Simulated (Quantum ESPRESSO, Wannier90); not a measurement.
# Tight-binding from DFT: TiAl (P4/mmm)

```
begin unit_cell_cart
ang
    2.8107500000    0.0000000000    0.0000000000
    0.0000000000    2.8107500000    0.0000000000
    0.0000000000    0.0000000000    4.0664200000
end unit_cell_cart
begin atoms_frac
Ti   0.5000000000  0.5000000000  0.5000000000
Al   0.0000000000  0.0000000000  0.0000000000
end atoms_frac
```

Materials Project entry mp-1953; symmetrised, unrelaxed at this level. COD (Crystallography Open Database) has an entry of this formula and space group (matched by these alone). Method: PBEsol plane waves in Quantum ESPRESSO 7.5 (PseudoDojo norm-conserving files, 68 Ry, no spin polarisation, no spin-orbit coupling), Bloch states on a 12×12×8 mesh through Γ, Wannier90 4.0.1. Density: 14×14×10 mesh, cold smearing 0.01 Ry.

A tight-binding model is made by disentanglement and projection with no localisation steps (num_iter = 0), so the 13 orbitals stay atom-like: hydrogen-like Ti: s;p;d; Al: s;p, axes along x, y, z; frozen window up to 1.50 eV relative to the Fermi level. It follows pw.x to 1.9 meV rms for states up to 1.0 eV relative to the Fermi level. Matrix elements depend on this choice of orbitals and windows.

Q: What are the on-site energies relative to the Fermi level, and how fast do the hoppings decay?

A: 
| atom | orbitals | energy (eV) |
|---|---|---|
| Ti1 | s | 5.51 |
| Ti1 | pz | 9.20 |
| Ti1 | px py | 10.44 |
| Ti1 | dz2 | 1.39 |
| Ti1 | dxz dyz | 1.34 |
| Ti1 | dx2-y2 | 1.61 |
| Ti1 | dxy | 1.51 |
| Al2 | s | 0.54 |
| Al2 | pz | 6.90 |
| Al2 | px py | 6.30 |

| distance of the centres (Å) | largest modulus (eV) |
|---|---|
| 2–3 | 2.6 |
| 3–4 | 0.27 |
| 4–5 | 0.34 |
| 5–6 | 0.37 |
| 6–7 | 0.064 |
| 7–8 | 0.050 |
| 8–9 | 0.059 |
| 9–10 | 0.014 |
| 10–11 | 0.0090 |
| 11–12 | 0.014 |
| 12–13 | 0.0058 |
